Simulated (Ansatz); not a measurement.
One stationary structure of In$_{2}$O$_{3}$. Level of theory: PBEsol (plane waves to 420 eV, PAW, scalar-relativistic; Ansatz, a program for electronic structure).

```
CELL_PARAMETERS angstrom
     -5.08087     5.08087     5.08087
      5.08087    -5.08087     5.08087
      5.08087     5.08087    -5.08087
ATOMIC_POSITIONS crystal
  In 0.50000 0.50000 0.50000
  In 0.50000 0.00000 0.00000
  In 0.00000 0.00000 0.50000
  In 0.00000 0.50000 0.00000
  In 0.25000 0.71600 0.46600
  In 0.75000 0.78400 0.03400
  In 0.46600 0.25000 0.71600
  In 0.03400 0.75000 0.78400
  In 0.71600 0.46600 0.25000
  In 0.78400 0.03400 0.75000
  In 0.75000 0.28400 0.53400
  In 0.25000 0.21600 0.96600
  In 0.53400 0.75000 0.28400
  In 0.96600 0.25000 0.21600
  In 0.28400 0.53400 0.75000
  In 0.21600 0.96600 0.25000
  O  0.53667 0.77216 0.54453
  O  0.72763 0.99214 0.95547
  O  0.77237 0.72784 0.26451
  O  0.96333 0.50786 0.23549
  O  0.54453 0.53667 0.77216
  O  0.95547 0.72763 0.99214
  O  0.26451 0.77237 0.72784
  O  0.23549 0.96333 0.50786
  O  0.77216 0.54453 0.53667
  O  0.99214 0.95547 0.72763
  O  0.72784 0.26451 0.77237
  O  0.50786 0.23549 0.96333
  O  0.46333 0.22784 0.45547
  O  0.27237 0.00786 0.04453
  O  0.22763 0.27216 0.73549
  O  0.03667 0.49214 0.76451
  O  0.45547 0.46333 0.22784
  O  0.04453 0.27237 0.00786
  O  0.73549 0.22763 0.27216
  O  0.76451 0.03667 0.49214
  O  0.22784 0.45547 0.46333
  O  0.00786 0.04453 0.27237
  O  0.27216 0.73549 0.22763
  O  0.49214 0.76451 0.03667
```

Problem. Find the space group and the Wyckoff positions (tolerance 0.01 Å).

Solution. Space group Ia-3 (No. 206); a = b = c = 10.1617 Å, α = β = γ = 90.00°

| atom | site | symmetry | x | y | z |
|---|---|---|---|---|---|
| In | 8b | .-3. | 0.2500 | 0.2500 | 0.2500 |
| In | 24d | 2.. | 0.0000 | 0.2500 | 0.4660 |
| O | 48e | 1 | 0.1100 | 0.3455 | 0.1178 |

This is the bixbyite type.

Problem. Give the shortest distances between elements (the closest pairs, up to four, under 3.6 Å).

Solution. In–O 2.14 Å; O–O 2.81 Å; In–In 3.36 Å.

Volume per atom: 13.12 Å³
Band gap: 1.04 eV, direct at Γ (no spin-orbit coupling)

No spin polarisation in the result.

Measured for In2O3: gap 2.93 eV (0 K or low temperature; as listed in Wei Chen et al., Physical Review Materials (2018)). Computed minus measured — gap: PBEsol -1.89 eV. The computed values are for a static lattice, and a measured gap can be an optical one, lowered by exciton binding.

The run could not lose the symmetry of its start.
